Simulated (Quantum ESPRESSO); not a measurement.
pw.x input (Quantum ESPRESSO 7.5; LDA, PseudoDojo standard norm-conserving files, scalar-relativistic):

```
&CONTROL
  calculation = 'scf'
  pseudo_dir = './pseudo'
  outdir = './out'
  tprnfor = .true.
  tstress = .true.
/
&SYSTEM
  ibrav = 0
  nat = 2
  ntyp = 2
  ecutwfc = 86.0
  ecutrho = 344.0
  occupations = 'smearing'
  smearing = 'fd'
  degauss = 0.002
  nbnd = 19
/
&ELECTRONS
  conv_thr = 2e-10
/
ATOMIC_SPECIES
Se 78.9710 Se.upf
Pb 207.2000 Pb.upf
CELL_PARAMETERS angstrom
  0.000000000000   3.090825000000   3.090825000000
  3.090825000000   0.000000000000   3.090825000000
  3.090825000000   3.090825000000   0.000000000000
ATOMIC_POSITIONS crystal
Se   0.500000000000   0.500000000000   0.500000000000
Pb   0.000000000000   0.000000000000   0.000000000000
K_POINTS automatic
8 8 8 0 0 0
```

End of the output:

```
     total energy              =    -382.95927747 Ry
     estimated scf accuracy    <       0.00000005 Ry
     total energy              =    -382.95927748 Ry
     estimated scf accuracy    <          3.2E-09 Ry
     total energy              =    -382.95927748 Ry
     estimated scf accuracy    <          7.7E-10 Ry
[...]
     the Fermi energy is     8.7573 ev
!    total energy              =    -382.95927748 Ry
     estimated scf accuracy    <          3.7E-11 Ry
     smearing contrib. (-TS)   =      -0.00000220 Ry
     internal energy E=F+TS    =    -382.95927528 Ry
     The total energy is F=E-TS. E is the sum of the following terms:
     one-electron contribution =    -177.85086255 Ry
     hartree contribution      =     101.24263487 Ry
     xc contribution           =     -87.15569759 Ry
     ewald contribution        =    -219.19535002 Ry
     convergence has been achieved in  10 iterations
     Forces acting on atoms (cartesian axes, Ry/au):
     atom    1 type  1   force =     0.00000000    0.00000000    0.00000000
     atom    2 type  2   force =     0.00000000   -0.00000000    0.00000000
     Total force =     0.000000     Total SCF correction =     0.000000
     Computing stress (Cartesian axis) and pressure
          total   stress  (Ry/bohr**3)                   (kbar)     P=      -34.66
  -0.00023563  -0.00000000  -0.00000000          -34.66       -0.00       -0.00
  -0.00000000  -0.00023563  -0.00000000           -0.00      -34.66       -0.00
  -0.00000000  -0.00000000  -0.00023563           -0.00       -0.00      -34.66
```
In a gapped system the printed Fermi energy is only some level inside the gap.

Spin-orbit coupling is not included.

Geometry of the Materials Project entry, not relaxed at this level.
